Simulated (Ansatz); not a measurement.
BiRh (NiAs type, P6_3/mmc), a = b = 4.130 Å, c = 5.690 Å, α = β = 90.00°, γ = 120.00°.

Relaxed with r²SCAN.

Q: Tabulate the valence density and the electron localisation function along the shortest Bi–Rh contact (2.78 Å), the program Ansatz at the r²SCAN level (PAW).

A: 

```csv
distance from Bi (Å),density (e/Å³),ELF
0.28,6.95,0.06
0.42,5.75,0.10
0.56,4.32,0.21
0.69,2.77,0.34
0.83,1.44,0.40
0.97,0.77,0.40
1.11,0.54,0.38
1.25,0.40,0.38
1.39,0.36,0.35
1.53,0.38,0.27
1.67,0.49,0.22
1.80,0.77,0.26
1.94,1.57,0.39
2.08,3.24,0.55
2.22,5.64,0.67
2.36,8.65,0.73
2.50,11.79,0.76
```

The density is the valence pseudo-density with augmentation charge, so density and ELF within about 1 Å of a nucleus are not all-electron values.

The workflow started from a Materials Project entry (that database holds measured and hypothetical structures alike); the Crystallography Open Database files this formula in space group No. 194, but the cells were not matched. Its standing as an ambient phase is unchecked. The r²SCAN relaxation kept the symmetry of its start; whether a distortion lowers the energy is not shown. No spin polarisation was allowed. Axis ratios of metals converge slowly with the k-mesh, so a and c are less sure than the volume. Spin–orbit coupling is left out wherever it is not named.

Potentials: the later of the program's two PAW sets.
